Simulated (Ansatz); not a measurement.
SiO$_{2}$ in space group P6_322 (No. 182; Si on 4f, O on 6g, O on 2c), plane-wave PAW LDA (Ansatz code), all energies at zero smearing, with the estimated change up to a 700 eV cutoff added, with one set of potentials and settings (totals compare only within such a set). Cell of 12 atoms (4 Si, 8 O): -6890.748 eV.

```tsv
element	reference phase	E (eV/atom)
Si	Fd-3m, 2 atoms in the cell	-608.6481
O	C2/m, 4 atoms in the cell, spin-polarised	-552.6518
```

Formation energy per atom, worked out: (-6890.748 − 4×(-608.6481) − 8×(-552.6518))/12 = -2.912 eV/atom (-281 kJ per mol of atoms), at 0 K, without zero-point energy or fitted corrections.

The workflow started from a Materials Project entry (that database holds measured and hypothetical structures alike); the Crystallography Open Database copy checked does not list it. It is not the phase usual at ambient conditions (space group No. 92, 152, 154). The cell was relaxed with LDA under the symmetry of its start. At this level the phase is dynamically unstable (imaginary phonons). The references are the lowest solids computed at this level, not always the standard phases (solids in place of the gases).

Potentials: the later of the program's two PAW sets.
